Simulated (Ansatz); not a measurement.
Put Si₃O₂ in P4mm (No. 99): Si on 1b, 1b and 1a; O on 2c.

Level of theory: DFT PBE, scalar-relativistic, plane waves, PAW in Ansatz. Cutoff 420 eV, Γ-centred mesh, Gaussian smearing, no spin polarisation.

Energies over the elements count from the elements' standard structures at the same level (O₂ as a molecule), with no fitted energy shifts.

Q: Predict the relaxed structure.

A:

Space group P4mm (No. 99). a = 3.368 Å, b = 3.368 Å, c = 5.478 Å, α = 90.00°, β = 90.00°, γ = 90.00°
```
atom  site  symmetry       x       y       z
  Si    1b       4mm  0.5000  0.5000  0.3315
  Si    1b       4mm  0.5000  0.5000  0.8999
  Si    1a       4mm  0.0000  0.0000  0.7242
   O    2c      2mm.  0.5000  0.0000  0.4336
```

Si on its first site is surrounded by 4 O at 1.77 Å and 1 Si at 2.36 Å; around Si on its second site lie 1 Si at 2.36 Å and 4 Si at 2.57 Å; Si on its third site has 4 O at 2.32 Å and 4 Si at 2.57 Å; around O lie 2 Si at 1.77 Å and 2 Si at 2.32 Å. Another local minimum with the same sites may exist.

Q: And its energy and gap?

A: The formation energy is −0.86 eV/atom. The gap on the 12×12×8 mesh of the 5-atom cell is 0 eV (a metal). It lies below the elements, which doesn't yet make it stable against other compounds or structures.

The last run used Gaussian smearing of 0.10 eV. Symmetry constrained the relaxation, so the result can be a saddle point.
